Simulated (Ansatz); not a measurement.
Single points with LDA in Ansatz 0.2.0, PAW, spin-restricted, at the geometries given.

**Question.** Which of them gave these results: no gap, pressure 1.3 GPa, largest force 0.00 eV/Å, largest positive Bader charge +1.70 e?
A.
YRh5 (420 eV, 6×6×6 mesh on the cell that ran, as a rule the primitive one, methfessel-paxton 0.0583 eV)
Space group P6/mmm (No. 191). a = 5.090 Å, b = 5.090 Å, c = 4.243 Å, α = 90.00°, β = 90.00°, γ = 120.00°
```
atom  site  symmetry       x       y       z
  Rh    3g       mmm  0.5000  0.0000  0.5000
   Y    1a     6/mmm  0.0000  0.0000  0.0000
  Rh    2c      -6m2  0.3333  0.6667  0.0000
```
B.
LaSc (420 eV, 11×11×4 mesh on the cell that ran, as a rule the primitive one, fermi-dirac 0.1 eV)
```cif
data_structure
_symmetry_space_group_name_H-M 'P6_3/mmc'
_symmetry_Int_Tables_number 194
_cell_length_a 3.4863
_cell_length_b 3.4863
_cell_length_c 8.6172
_cell_angle_alpha 90.000
_cell_angle_beta 90.000
_cell_angle_gamma 120.000
_cell_volume 90.70
loop_
_atom_site_label
_atom_site_type_symbol
_atom_site_symmetry_multiplicity
_atom_site_Wyckoff_symbol
_atom_site_fract_x
_atom_site_fract_y
_atom_site_fract_z
_atom_site_occupancy
Sc1 Sc 2 c 0.33333 0.66667 0.25000 1
La1 La 2 a 0.00000 0.00000 0.00000 1
```
C.
BiB (420 eV, 6×5×9 mesh on the cell that ran, as a rule the primitive one, fermi-dirac 0.1 eV)
```
Bi B
1.0
     5.52929    0.00000    0.00000
     0.00000    7.39742    0.00000
     0.00000    0.00000    3.89585
Bi B
4 4
Cartesian
  0.7188 1.3315 0.9740
  4.8105 6.0659 2.9219
  3.4835 2.3672 2.9219
  2.0458 5.0302 0.9740
  3.3729 0.2219 0.9740
  2.1564 7.1755 2.9219
  0.6082 3.4768 2.9219
  4.9211 3.9206 0.9740
```

**Answer.** A. The others gave LaSc: no gap, 9.4 GPa; BiB: no gap, -10.4 GPa.

Origins: LaSc, a known structure type with other elements, at an estimated volume; YRh5, a known structure type with other elements, at an estimated volume; BiB, a known structure type with other elements, at an estimated volume. Caveats for one or more cells: many states at the Fermi level without spin polarisation, so a magnetic state may lie lower.
